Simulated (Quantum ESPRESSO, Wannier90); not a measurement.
# Wannier functions of GeSe (Pnma)

```xyz
8
Lattice="11.2560 0.0000 0.0000 0.0000 3.7872 0.0000 0.0000 0.0000 4.6644" Properties=species:S:1:pos:R:3 pbc="T T T"
Ge     1.4532     0.9468     0.5551
Ge    -1.4532    -0.9468    -0.5551
Ge     4.1749    -0.9468    -1.7771
Ge    -4.1749     0.9468     1.7771
Se    -1.6965     0.9468    -2.2600
Se     1.6965    -0.9468     2.2600
Se    -3.9315    -0.9468     0.0722
Se     3.9315     0.9468    -0.0722
```

Structure: Materials Project mp-700, symmetrised, not relaxed again. COD (Crystallography Open Database) has an entry of this formula and space group (matched by these alone). Method: LDA plane waves in Quantum ESPRESSO 7.5 (PseudoDojo norm-conserving files, 69 Ry, no spin polarisation, no spin-orbit coupling), Bloch states on a 4×4×4 mesh through Γ, Wannier90 4.0.1. Density: 4×8×8 mesh, Gaussian smearing 0.01 Ry. The cell is built of weakly bound layers, chains or molecules, whose nearest atoms lie 3.64 Å apart. Database cells relaxed without dispersion often hold them too far apart, which can enlarge gaps and weakens couplings between them; spacing and stacking were not compared with the measured crystal. Spin-orbit coupling, left out, would split the p-like bands by a few tenths of an eV.

Bands 49-60 form an isolated set from -5.11 to 0.00 eV relative to the valence-band maximum (on the path) and are turned into 12 Wannier functions by minimising the spread from the start: atomic waves Se 4p.

Q: Where do the functions sit, how wide are they and what are they made of?

A: 
```tsv
functions	spread (Å²)	nearest atom, distance (Å)	second atom, distance (Å)	weight on atomic waves
4	4.52	Se 0.33	Ge 2.35	Se 4p 66 %, Ge 4p 21 %, Ge 4s 6 %
4	4.73	Se 0.86	Ge 1.70	Se 4p 59 %, Ge 4p 28 %, Ge 4s 6 %
4	4.42	Se 0.70	Ge 2.15	Se 4p 57 %, Ge 4p 31 %, Ge 4s 7 %
```

Ω_I = 50.04 Å², Ω_total = 54.69 Å²; the interpolated bands follow pw.x to 30 meV rms on the path. Only this start was tried; a symmetric start can stop on a saddle, and mixtures of these functions could lower the total by at most Ω_total − Ω_I.
